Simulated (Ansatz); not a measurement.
An Ansatz run on a 12-atom cell of ZrSi₃O₈ built on tetragonal HfO2 (relaxed group Pmm2) (it has left that coordination) left the output below. Cell and atoms come from a relaxation with r2SCAN.

Structure:
```
CELL_PARAMETERS angstrom
3.46970 0.00000 0.00000
0.00000 5.81364 0.00000
0.00000 0.00000 5.74628
ATOMIC_POSITIONS crystal
Si 0.00000 0.00000 0.07890
Si 0.50000 0.24743 0.44188
O 0.50000 0.00000 0.58564
O 0.50000 0.00000 0.16298
O 0.00000 0.23434 0.34306
O 0.00000 0.20541 0.88382
Zr 0.00000 0.50000 0.02200
Si 0.50000 0.75257 0.44188
O 0.50000 0.50000 0.60935
O 0.50000 0.50000 0.20361
O 0.00000 0.76566 0.34306
O 0.00000 0.79459 0.88382
```

Output, abridged:
```
Pseudopotential: Si, paw, valence charge 4, recommended cutoff 500 eV (meta_gga)
Pseudopotential: O, paw, valence charge 6, recommended cutoff 500 eV (meta_gga)
Pseudopotential: Zr, paw, valence charge 12, recommended cutoff 500 eV (meta_gga)
Functional definition: r2SCAN
Crystal: 12 atoms, lattice volume = 115.912 Å³
Basis set: ecut = 500 eV, 2997 PW (Γ)
Bands: 48, of which v1, the nominal top of the filled ones, is band 36 counted from 1 (35 counted from 0)
Symmetry: 4 space group operations
k-points: 52 of 96 (irreducible under 1 space group operation, time reversal used)
preconditioner: auto → Resta (q_TF=auto, 2.520 Å⁻¹)  ε∞=3.7  [insulator: Δε(μ)=4.586 eV  ℏωp=28.9 eV]
SCF 1 converged in 11 iterations: F = -10672.755837 eV  dr2 = 4.47e-11
SCF 1 converged in 5 iterations: F = -10672.455520 eV  dr2 = 9.77e-9
SCF converged after 11 iterations
Free energy (F): -10672.755837 eV
Fermi energy:    8.273156 eV
--- Band table (eV; the first three rows and the last of 52) ---
  k-point 0: bands = […, 6.7429, 7.0537, 7.4910, 7.7449, 7.9720, 8.1765, 12.7057, 13.5868, 14.4720, 14.8338, …]
  k-point 1: bands = […, 6.7224, 6.9851, 7.4919, 7.5899, 7.7948, 8.1458, 12.9627, 13.9338, 14.5088, 15.0235, …]
  k-point 2: bands = […, 6.7021, 6.8616, 7.2367, 7.4932, 7.8480, 8.1139, 13.1604, 14.3442, 14.5453, 15.2199, …]
  k-point 51: bands = […, 6.4258, 7.0796, 7.2301, 7.6424, 7.9883, 8.1732, 13.8213, 14.0914, 14.1903, 16.1103, …]
--- Dielectric response (ions clamped): 3 representative field directions + reference, inside a basis on a mesh of 96 k-points ---
  ε∞ (high-frequency dielectric tensor):
        3.555007     0.000000     0.000000
        0.000000     3.979694     0.000000
        0.000000     0.000000     3.373777
  Born effective charges Z* (e; rows j = field, columns β = displacement):
    site 0:
         3.87352    0.00000    0.00000
         0.00000    4.88228    0.00000
         0.00000    0.00000    3.05712
    site 1:
         3.93332    0.00000    0.00000
         0.00000    4.30610    0.05319
         0.00000    0.02425    3.51174
    site 2:
        -1.27617    0.00000    0.00000
         0.00000   -2.50202    0.00000
         0.00000    0.00000   -1.55534
    site 3:
        -2.72660    0.00000    0.00000
         0.00000   -2.15603    0.00000
         0.00000    0.00000   -1.59663
    site 4:
        -2.67507    0.00000    0.00000
         0.00000   -1.87762    0.00445
         0.00000   -0.04597   -1.66588
    site 5:
        -1.20333    0.00000    0.00000
         0.00000   -3.28372   -0.01787
         0.00000    0.04056   -1.51296
    site 6:
         4.38118    0.00000    0.00000
         0.00000    5.44667    0.00000
         0.00000    0.00000    3.57916
    site 7:
         3.93332    0.00000    0.00000
         0.00000    4.30610   -0.05319
         0.00000   -0.02425    3.51174
    site 8:
        -1.39605    0.00000    0.00000
         0.00000   -2.09848    0.00000
         0.00000    0.00000   -2.15254
    site 9:
        -2.96572    0.00000    0.00000
         0.00000   -1.86194    0.00000
         0.00000    0.00000   -1.99758
    site 10:
        -2.67507    0.00000    0.00000
         0.00000   -1.87762   -0.00445
         0.00000    0.04597   -1.66588
    site 11:
        -1.20333    0.00000    0.00000
         0.00000   -3.28372    0.01787
         0.00000   -0.04056   -1.51296
  ε∞ is read to err by 1.6e-2, Z* by 2.2e-2 e
```

**Question.** Which of these blocks stood in the input: relax, gw, phonons, dielectric, magnetization (spin_orbit)?

**Answer.** dielectric. A response with clamped ions alone is the dielectric block.

**Question.** Which k mesh was typed?

**Answer.** 6×4×4, Γ-centred. This is one of several that fit.

**Question.** How were the bands filled?

**Answer.** Fixed occupations.

Wall time 64 s on 1 × NVIDIA H100 80GB HBM3 with 2 threads of AMD EPYC 7R13 Processor (Zen 3) (shared host); peak host memory 3 GiB.

The calculation is spin-unpolarised, and the structure need not be a phase that has been made.

For a response run the program warns that the ground state's bands aren't all converged, so ε∞ carries an extra error.
